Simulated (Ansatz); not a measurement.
TiSi₂:
```cif
data_Si8Ti4
_chemical_formula_sum 'Ti4 Si8'
_space_group_name_H-M_alt 'Cmcm'
_space_group_IT_number 63
_space_group_name_Hall '-C 2c 2'
_cell_length_a 3.51512
_cell_length_b 13.34448
_cell_length_c 3.55700
_cell_angle_alpha 90.000
_cell_angle_beta 90.000
_cell_angle_gamma 90.000
loop_
_atom_site_label
_atom_site_type_symbol
_atom_site_symmetry_multiplicity
_atom_site_Wyckoff_symbol
_atom_site_fract_x
_atom_site_fract_y
_atom_site_fract_z
_atom_site_occupancy
Ti1 Ti 4 c 0.00000 0.10245 0.75000 1
Si1 Si 4 c 0.00000 0.56007 0.25000 1
Si2 Si 4 c 0.00000 0.24964 0.25000 1
```
(The calculation used a cell of 6 atoms; values per cell refer to that cell.)

Relaxed at zero pressure with the program Ansatz at the PBEsol level (PAW).

### Question
The volume is raised by 6 % and shape and atoms relax at that volume. What pressure results, and how do the axes share the change?

### Answer
-7.0 GPa; a 1.6 %, b 3.0 %, c 1.3 %; the energy rises by 19 meV/atom.

### Question
Give the new structure.

### Answer

Space group Cmcm (No. 63); a = 3.572 Å, b = 13.743 Å, c = 3.603 Å, α = β = γ = 90.00°

| atom | site | symmetry | x | y | z |
|---|---|---|---|---|---|
| Ti | 4c | m2m | 0.0000 | 0.1038 | 0.7500 |
| Si | 4c | m2m | 0.0000 | 0.5586 | 0.2500 |
| Si | 4c | m2m | 0.0000 | 0.2499 | 0.2500 |

The phase is kept; no other phase was compared at this pressure.

The PBEsol relaxation kept the symmetry of its start. The run is not spin-polarised.

Potentials: the earlier of the program's two PAW sets. The files were generated under PBE; for other functionals the program regenerates the frozen cores, and for LDA and PBEsol the local potential too.
